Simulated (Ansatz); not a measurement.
Ansatz (a quantum-chemistry and plane-wave program) input:

Ansatz 0.2 input:
```yaml
crystal:
  lattice:
    - [0.0, 2.6025847306, 2.6025847306]
    - [2.6025847306, 0.0, 2.6025847306]
    - [2.6025847306, 2.6025847306, 0.0]
  atoms:
    - { symbol: Mg, position: [0.0, 0.0, 0.0] }
    - { symbol: S, position: [0.5, 0.5, 0.5] }
kpoints:
  mp_grid: { grid: [8, 8, 8] }
hamiltonian:
  xc: r2scan
  pseudopotentials: { azcp: { folder: ./paw }, kind: paw }
scf:
  occupations: { method: fixed }
phonons:
  method: dfpt
  response_accuracy: low
  qmesh: [4, 4, 4]
  interpolated_qmesh: [18, 18, 18]
  dielectric: true
  rigid_motions: translations
  temperatures: { t_max: 1000, t_step: 50 }
  qpath:
    path:
      - [[0.0, 0.0, 0.0], [0.5, 0.0, 0.5], [0.625, 0.25, 0.625]]  # Γ-X-U
      - [[0.375, 0.375, 0.75], [0.0, 0.0, 0.0], [0.5, 0.5, 0.5], [0.5, 0.25, 0.75], [0.5, 0.0, 0.5]]  # K-Γ-L-W-X
    npoints: 13
```

Output (shortened):

```
Pseudopotential: Mg, paw, valence charge 10
Pseudopotential: S, paw, valence charge 6
Functional definition: r2SCAN
Crystal: 2 atoms, lattice volume = 35.257 Å³
Basis set: ecut = 500 eV, 893 PW (Γ), exchange–correlation on 135×135×135 points (125 copies of the dense FFT grid, shifted against one another)
Bands: 12, of which v1, the nominal top of the filled ones, is band 8 counted from 1 (7 counted from 0)
Symmetry: 48 space group operations
k-points: 59 of 512 (irreducible under 8 space group operations, time reversal used)
iter 1 solved again at ethr=2.18e-3 eV; its pass at ethr=3.10e-3 eV (dr2=3.48e-1 eV) is discarded
SCF iter   1: F=—  HF=-2835.301448 eV  |F-HF|=—  |Δ(HF+E_count)|=         —  Δρ=4.06e-2  dr2=3.46e-1  dr2_τ=1.13e-2  ethr=2.18e-3  ⟨swp⟩=1.0  Hψ=5333  notcnv=0  defer=87
preconditioner: auto → none
SCF iter   2: F=—  HF=-2835.512223 eV  |F-HF|=—  |Δ(HF+E_count)|=   2.11e-1  Δρ=1.70e-2  dr2=5.98e-2  dr2_τ=2.75e-3  ethr=2.16e-3  ⟨swp⟩=2.0  Hψ=1268  notcnv=0  defer=89
SCF iter   3: F=—  HF=-2835.567679 eV  |F-HF|=—  |Δ(HF+E_count)|=   5.55e-2  Δρ=3.16e-3  dr2=2.01e-3  dr2_τ=1.11e-4  ethr=3.74e-4  ⟨swp⟩=3.0  Hψ=1262  notcnv=0  defer=107
SCF iter   4: F=—  HF=-2835.569801 eV  |F-HF|=—  |Δ(HF+E_count)|=   2.12e-3  Δρ=1.58e-4  dr2=4.90e-6  dr2_τ=8.67e-7  ethr=1.25e-5  ⟨swp⟩=2.9  Hψ=1114  notcnv=0  defer=111
SCF iter   5: F=—  HF=-2835.569803 eV  |F-HF|=—  |Δ(HF+E_count)|=   1.54e-6  Δρ=3.39e-5  dr2=5.98e-7  dr2_τ=6.35e-8  ethr=3.06e-8  ⟨swp⟩=2.3  Hψ=1149  notcnv=0  defer=96
SCF iter   6: F=—  HF=-2835.569802 eV  |F-HF|=—  |Δ(HF+E_count)|=   7.09e-7  Δρ=6.58e-6  dr2=5.45e-9  dr2_τ=8.98e-10  ethr=3.74e-9  ⟨swp⟩=2.0  Hψ=924  notcnv=0  defer=5
SCF iter   7: F=—  HF=-2835.569802 eV  |F-HF|=—  |Δ(HF+E_count)|=   1.71e-8  Δρ=1.39e-6  dr2=2.89e-10  dr2_τ=7.07e-11  ethr=3.41e-11  ⟨swp⟩=2.0  Hψ=1180  notcnv=0  defer=5
SCF iter   8: F=-2835.569802 eV  HF=-2835.569802 eV  |F-HF|=4.55e-13  |Δ(HF+E_count)|=  6.16e-10  Δρ=2.07e-7  dr2=9.94e-12  dr2_τ=9.33e-13  ethr=1.00e-12  ⟨swp⟩=9.0  Hψ=4533  notcnv=0
SCF 1 converged in 8 iterations: F = -2835.569802 eV  dr2 = 9.94e-12
DFPT response loops at Γ: preconditioner auto → none (the input reference at scf.mixing.eps_inf says where Resta's filter doesn't serve); β = 0.50 …
── the response to a field inside a basis, on 8×8×8 k-points: an SCF that follows is theirs, and a resumed run solves both again ──
Crystal: 2 atoms, lattice volume = 35.257 Å³
Bands: 9, of which v1, the nominal top of the filled ones, is band 8 counted from 1 (7 counted from 0)
k-points: 60 of 512 (irreducible under 12 space group operations)
SCF iter   1: F=—  HF=-2835.568509 eV  |F-HF|=—  |Δ(HF+E_count)|=         —  Δρ=1.47e-4  dr2=1.12e-6  dr2_τ=1.72e-6  ethr=1.00e-1
preconditioner: auto → none
SCF iter   2: F=—  HF=-2835.568516 eV  |F-HF|=—  |Δ(HF+E_count)|=   6.62e-6  Δρ=7.71e-5  dr2=3.10e-7  dr2_τ=3.87e-7  ethr=6.98e-9
SCF iter   3: F=-2835.568519 eV  HF=-2835.568519 eV  |F-HF|=3.61e-10  |Δ(HF+E_count)|=   3.46e-6  Δρ=2.09e-6  dr2=6.49e-10  dr2_τ=9.09e-11  ethr=1.94e-9
SCF 1 converged in 3 iterations: F = -2835.568519 eV  dr2 = 6.49e-10
DFPT response loops at Γ: mixed as the last ones told, above
NSCF: frozen V_eff on 29 k-points
NSCF: frozen V_eff on 576 k-points
DFPT response loops at q = (0, 0, 0.25) (fractional): mixed as the last ones told, above
NSCF: frozen V_eff on 300 k-points
DFPT response loops at q = (0, 0, -0.5) (fractional): preconditioner auto → Resta (q_TF=auto, 2.392 Å⁻¹)  ε∞=4.2 (no band partly filled) …
NSCF: frozen V_eff on 328 k-points
DFPT response loops at q = (0, 0.25, 0.25) (fractional) …
NSCF: frozen V_eff on 1024 k-points
DFPT response loops at q = (0, 0.25, -0.5) (fractional): mixed as the last ones told, above
NSCF: frozen V_eff on 576 k-points
DFPT response loops at q = (0, 0.25, -0.25) (fractional): mixed as the last ones told, above
NSCF: frozen V_eff on 190 k-points
DFPT response loops at q = (0, -0.5, -0.5) (fractional): mixed as the last ones told, above
NSCF: frozen V_eff on 328 k-points
DFPT response loops at q = (0.25, -0.5, -0.25) (fractional): mixed as the last ones told, above
SCF converged after 8 iterations
Free energy (F): -2835.569802 eV
Harris-Foulkes:  -2835.569802 eV  (|F-HF|=4.55e-13)
Internal energy: -2835.569802 eV  (E = F + TS)
E sigma→0 (E₀):  -2835.569802 eV
Fermi energy:    6.120863 eV
--- Per-component energies (eV) ---
  E_band       = -349.877668
  E_kinetic    = 178.074457
  E_local      = -1766.227982  (includes V_loc(G=0)·N_el)
  E_nonlocal   = 229.237367
  E_hartree    = 600.121415
  E_xc         = -110.804458
  E_vxc        = -127.371729  (∫ρ·V_xc dr)
  E_paw        = -922.469450  (= ΣΔE_a)
  E_vpaw       = -70.299190  (= ΣTr[D̂ρ^β])
  E_aug_tail   = -0.000020  (compensation charges beyond the density's cutoff)
  E_vtau       = 6.466532  (kinetic-family band-sum trace: ∫τ·v_τ [+ j·A + Jᵃ·Aᵃ] dr)
  E_ewald      = -1043.365156
  E_core_change = -0.135975  (= ΣΔE_core)
  E_smearing   =  0.000000  (= −TS)
  E_closure    = 0.000000  (closes the sum)
  Σ components = -2835.569802   (vs F -2835.569802, Δ=0.00e0)
  [band-id]    e_kinetic+e_local+e_nonlocal+2·e_hartree+e_vxc+e_vpaw+e_augmentation_tail+e_vtau = -349.877736   (vs E_band -349.877668, Δ=-6.82e-5)
--- Band table (eV; the first three rows and the last of 59) ---
  k-point 0: bands = ["-71.4219", "-36.5189", "-36.5189", "-36.5189", "-7.0552", "6.1209", "6.1209", "6.1209", "10.7630", "14.6030", "14.6030", "14.6030"]
  k-point 1: bands = ["-71.4219", "-36.5198", "-36.5190", "-36.5190", "-6.8992", "5.1121", "6.0153", "6.0153", "11.5139", "14.3454", "14.8643", "14.8643"]
  k-point 2: bands = ["-71.4218", "-36.5221", "-36.5193", "-36.5193", "-6.4783", "3.3314", "5.7842", "5.7842", "11.8333", "14.5189", "14.5189", "15.2374"]
  k-point 58: bands = ["-71.4215", "-36.5230", "-36.5230", "-36.5214", "-5.2936", "2.8485", "2.8485", "3.7826", "12.0405", "14.7136", "14.7136", "14.9237"]
--- Phonons (Γ-DFPT): 2 representative perturbations + reference, on 59 of 512 k-points (Σ response iterations 9) ---
  ASR residual: 7.776e-4 → 0.000e0 eV/Å²; symmetrization residual: 4.093e-5 eV/Å²
  ASR residual per site (eV/Å²): 6.31e-4 7.78e-4
  Γ frequencies (cm⁻¹): 0.00 0.00 0.00 237.18 237.18 237.18
  ε∞ (high-frequency dielectric tensor):
        4.891356     0.000000     0.000000
        0.000000     4.891356     0.000000
        0.000000     0.000000     4.891356
  ε⁰ (static dielectric tensor: ions relaxed, cell fixed):
       14.409034     0.000000     0.000000
        0.000000    14.409034     0.000000
        0.000000     0.000000    14.409034
  ε⁰ − ε∞ (ionic part):
        9.517678     0.000000     0.000000
        0.000000     9.517678     0.000000
        0.000000     0.000000     9.517678
  softest optical mode at Γ: 237.18 cm⁻¹; the repairs (sum rule, projections) moved no ω² at Γ by more than (3.13 cm⁻¹)²
  Born effective charges Z* (e; rows j = field, columns β = displacement):
    site 0:
         2.30296    0.00000    0.00000
         0.00000    2.30296    0.00000
         0.00000    0.00000    2.30296
    site 1:
        -2.30296    0.00000    0.00000
         0.00000   -2.30296    0.00000
         0.00000    0.00000   -2.30296
  Z* charge neutrality: 5.011e-5 e pre-enforcement
  solved inside a basis spanned on kpoints, on 8×8×8 k-points, its susceptibility summed on 12×12×12: ε∞ is read to err by 1.3e-2, Z* by 1.1e-2 e (field_mesh …
  optical modes at Γ without the LO–TO term, one row a degenerate level:
      ω (cm⁻¹)  modes    IR ((D/Å)²/amu)
        237.18      3            26.5525
  optical modes at Γ + LO–TO along q̂ = [1.0000, 0.0000, 0.0000]:
      ω (cm⁻¹)  modes    IR ((D/Å)²/amu)
        237.18      2            17.7016
        407.09      1             8.8508
  optical modes at Γ + LO–TO along q̂ = [0.0000, 1.0000, 0.0000]:
      ω (cm⁻¹)  modes    IR ((D/Å)²/amu)
        237.18      2            17.7016
        407.09      1             8.8508
  optical modes at Γ + LO–TO along q̂ = [0.0000, 0.0000, 1.0000]:
      ω (cm⁻¹)  modes    IR ((D/Å)²/amu)
        237.18      2            17.7016
        407.09      1             8.8508
  non-analytic LO–TO correction: the dipole-dipole term of the run's Born effective charges and high-frequency dielectric tensor (where they are solved with …
--- Phonons (arbitrary-q DFPT): 8 irreducible q on the 4×4×4 mesh ---
  q = [0.0000, 0.0000, 0.0000] (star 1, of the zone-centre solve; hermiticity 2.86e-5, symmetrization 5.26e-14): 0.00 0.00 0.00 237.18 237.18 237.18
  q = [0.0000, 0.0000, 0.2500] (star 8, 2 solved perturbations on 288 of 512 k-point pairs; hermiticity 2.15e-5, symmetrization 4.32e-13): 115.89 115.89 199.54 228.41 228.41 396.90
  q = [0.0000, 0.0000, -0.5000] (star 4, 2 solved perturbations on 150 of 512 k-point pairs; hermiticity 8.07e-14, symmetrization 2.13e-13): 181.99 181.99 200.79 200.79 305.22 367.51
  q = [0.0000, 0.2500, 0.2500] (star 6, 4 solved perturbations in 528 linear systems a pass and spin channel, the states on 164 of 512 k-point pairs; hermiticity 9.01e-6, symmetrization 3.33e-13): 115.18 115.18 214.07 251.40 251.40 323.67
  q = [0.0000, 0.2500, -0.5000] (star 24, 4 solved perturbations in 1600 linear systems a pass and spin channel, the states on 512 of 512 k-point pairs; hermiticity 1.70e-5, symmetrization 1.84e-13): 157.51 189.47 233.31 239.63 273.88 307.56
  q = [0.0000, 0.2500, -0.2500] (star 12, 4 solved perturbations in 904 linear systems a pass and spin channel, the states on 288 of 512 k-point pairs; hermiticity 2.00e-5, symmetrization 2.30e-13): 165.68 181.90 200.12 260.41 269.89 328.31
  q = [0.0000, -0.5000, -0.5000] (star 3, 4 solved perturbations in 308 linear systems a pass and spin channel, the states on 95 of 512 k-point pairs; hermiticity 1.82e-5, symmetrization 3.16e-13): 136.17 136.17 196.76 265.87 265.87 306.66
  q = [0.2500, -0.5000, -0.2500] (star 6, 4 solved perturbations in 502 linear systems a pass and spin channel, the states on 164 of 512 k-point pairs; hermiticity 1.83e-5, symmetrization 1.58e-13): 181.50 181.50 234.02 241.42 287.58 287.58
  sum rule: each row above includes the acoustic sum rule's correction from the zone centre's row sums; it moved no ω² by more than (2.66 cm⁻¹)²
  mesh force constants: q→R imaginary residual 2.92e-18; ASR residual 7.776e-4 → 0.000e0 eV/Å²; symmetrization residual 5.329e-15 eV/Å²
  interpolated dispersion: 81 rows × 6 modes
  density of states and harmonic sums: on the 18×18×18 q-mesh, interpolated from the force constants of a 4×4×4 supercell (with the dipole–dipole term)
  largest difference from the sums on the solved wave vectors: F 9.24e-3 eV, S 1.33e-5 and C_V 3.97e-6 eV/K
  zero-point energy: 0.084862 eV/cell   skipped modes (ω ≤ 0): 3   left out of the sums: 8.57e-5 of the cell's modes …
```

Cost: about 6 core-minutes (a rough figure) on shared cores.

Space group Fm-3m (rock salt). Symmetry was held in the r²SCAN relaxation.

Potentials: the earlier of the program's two PAW sets.

Ansatz is a plane-wave DFT program.
